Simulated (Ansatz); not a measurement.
## Notes on KRb₂RhF₆

```
K F Rh Rb
1.0
     0.00000    4.49729    4.49729
     4.49729    0.00000    4.49729
     4.49729    4.49729    0.00000
K F Rh Rb
1 6 1 2
Cartesian
  4.4973 4.4973 4.4973
  2.0148 4.4973 4.4973
  4.4973 2.0148 4.4973
  6.9798 4.4973 4.4973
  4.4973 6.9798 4.4973
  4.4973 4.4973 2.0148
  4.4973 4.4973 6.9798
  0.0000 0.0000 0.0000
  2.2486 2.2486 2.2486
  6.7459 6.7459 6.7459
```

Level: r2SCAN, no spin polarisation; 500 eV; 5×5×5 Γ-centred mesh; fermi-dirac occupations (width 0.1 eV); Ansatz 0.2.0, fixed geometry.

Problem. Describe some of the short contacts.

Solution. F–Rh at 2.01 Å: least valence density 0.62 e/Å³ and ELF 0.10 there. K–F at 2.48 Å: least valence density 0.17 e/Å³ and ELF 0.04 there, a closed-shell (ionic or weak) contact. Rb–F at 3.19 Å: least valence density 0.05 e/Å³ and ELF 0.01 there, a closed-shell (ionic or weak) contact. Both are smooth PAW fields, read partly inside the augmentation spheres.

Problem. Which element gives electrons and which takes them?

Solution. Bader charges in e: Rb +0.92, K +0.89, Rh +1.64, F -0.73. In the mean Rh gives up most and F takes most.

Problem. Where is the largest force?

Solution. The largest is on F3 (and as large on other atoms): 0.55 eV/Å, components (0.00, -0.55, 0.00). It makes 0° with the line to a nearest neighbour, Rh8 at 2.01 Å, pointing towards it.

Problem. What is the formation energy?

Solution. -2.62 eV an atom against the elements' usual phases (free molecules for gases, crystals otherwise, with no correction for O₂ or N₂), so it is bound against them; other compounds may still compete. Relaxing would lower it.

Problem. Metal or insulator? Give the gap.

Solution. The gap is 2.63 eV, direct at the points sampled.

Origin: a database entry at a rescaled volume.
